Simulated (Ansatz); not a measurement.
Zr5Ge3:
Space group P6₃/mcm (No. 193); a = 8.085 Å, b = 8.085 Å, c = 5.615 Å, α = 90.00°, β = 90.00°, γ = 120.00°

```json
[
 {"atom": "Zr", "site": "6g", "symmetry": "m2m", "x": "0.2540", "y": "0.2540", "z": "0.7500"},
 {"atom": "Zr", "site": "4d", "symmetry": "3.2", "x": "0.3333", "y": "0.6667", "z": "0.0000"},
 {"atom": "Ge", "site": "6g", "symmetry": "m2m", "x": "0.3875", "y": "0.3875", "z": "0.2500"}
]
```

Relaxed with r²SCAN.

Question: Which orbitals make up the states near the Fermi level in DFT-r²SCAN in the program Ansatz with PAW potentials?

Answer: Within 0.5 eV of the Fermi level: Zr 4d 88 %, Ge 4p 6 %. Projections are on Löwdin-orthogonalised atomic valence shells; empty p or d shells of many metals are not among them.

Question: Tabulate the density of states.

Answer: States/eV per cell of 16 atoms, in 0.25 eV bins, energy from the Fermi level.

```tsv
E (eV)	total	Zr 4d	Ge 4p	Zr 5s
-7.85	0.00	0.00	0.00	0.00
-7.60	0.00	0.00	0.00	0.00
-7.35	0.00	0.00	0.00	0.00
-7.10	0.00	0.00	0.00	0.00
-6.85	0.00	0.00	0.00	0.00
-6.60	0.00	0.00	0.00	0.00
-6.35	0.00	0.00	0.00	0.00
-6.10	0.00	0.00	0.00	0.00
-5.85	0.00	0.00	0.00	0.00
-5.60	0.00	0.00	0.00	0.00
-5.35	0.00	0.00	0.00	0.00
-5.10	0.00	0.00	0.00	0.00
-4.85	4.01	0.94	1.85	0.96
-4.60	8.65	2.28	4.24	1.65
-4.35	13.43	4.13	6.53	1.96
-4.10	6.19	2.07	3.04	0.71
-3.85	3.62	1.30	1.68	0.39
-3.60	8.72	3.46	4.01	0.75
-3.35	7.01	2.88	3.19	0.58
-3.10	8.97	3.76	4.37	0.47
-2.85	12.00	5.21	5.80	0.52
-2.60	15.20	6.21	7.71	0.61
-2.35	10.61	4.64	5.03	0.46
-2.10	12.73	6.40	5.27	0.52
-1.85	18.15	9.91	6.84	0.67
-1.60	12.90	6.48	5.33	0.45
-1.35	11.72	7.94	2.72	0.43
-1.10	17.62	14.30	1.68	0.83
-0.85	12.65	11.39	0.70	0.14
-0.60	9.84	8.97	0.45	0.08
-0.35	7.74	6.79	0.61	0.09
-0.10	6.78	6.02	0.42	0.10
0.15	7.82	6.90	0.46	0.12
0.40	9.03	8.02	0.41	0.13
0.65	20.74	18.41	0.87	0.41
0.90	8.33	7.15	0.51	0.21
1.15	7.35	6.20	0.63	0.19
1.40	7.73	6.55	0.63	0.16
1.65	7.85	6.79	0.53	0.15
1.90	11.46	9.97	0.68	0.20
2.15	11.21	9.91	0.48	0.21
2.40	14.04	12.48	0.57	0.26
2.65	19.18	17.13	0.76	0.27
2.90	11.17	9.68	0.66	0.19
3.15	13.75	11.63	0.97	0.31
3.40	18.79	15.10	1.33	0.66
3.65	13.43	10.26	1.19	0.50
3.90	16.45	12.38	1.94	0.58
4.15	19.53	14.79	2.23	0.79
4.40	17.33	12.54	1.79	1.07
```

Space group P6_3/mcm. The first step of the workflow began from a Materials Project structure, measured or hypothetical; the Crystallography Open Database copy checked does not list it. Whether it is the stable phase at ambient conditions was not checked. Symmetry was held in the r²SCAN relaxation; its stability against distortions is not shown here. No spin polarisation was allowed. Spin–orbit coupling is left out wherever it is not named.

Potentials: the earlier of the program's two PAW sets.
